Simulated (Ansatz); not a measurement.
## Is this BeZn3Se4 structure a true minimum?

The cell was found from a structure generator's guess, not taken from experiment.

Level of theory: DFT PBE, scalar-relativistic, plane waves, PAW (Ansatz). Plane waves to 420 eV, a k mesh through Γ of 12×12×2 on the computed 8-atom cell and Gaussian smearing (0.02 eV); no spin polarisation.

The cell below (8 atoms, space group P3m1 (No. 156)) is relaxed within its symmetry.

```
CELL_PARAMETERS angstrom
3.94874 0.00000 0.00000
-1.97437 3.41971 0.00000
0.00000 0.00000 13.03797
ATOMIC_POSITIONS crystal
Be 0.33333 0.66667 0.00121
Zn 0.33333 0.66667 0.50085
Zn 0.66667 0.33333 0.24255
Zn 0.66667 0.33333 0.75972
Se 0.33333 0.66667 0.17339
Se 0.33333 0.66667 0.69039
Se 0.66667 0.33333 0.43194
Se 0.66667 0.33333 0.94994
```

For the test it was strained at random (σ = 1.5 % a component), the atoms were moved at random (σ = 0.10 Å), and all was relaxed again on a coarse 6×6×1 mesh (in the run’s order of axes) with 0.10 eV smearing, with no symmetry imposed.

Question: Does it come back?

Answer: It returns, within 1 meV/atom of the unmoved cell on that mesh and with the same symmetry when read at 0.1 Å (Cm at 0.01 Å, so small strains and shifts remain). No instability shows in this cell; modes of other wave vectors, which need another repeat, aren't tested.
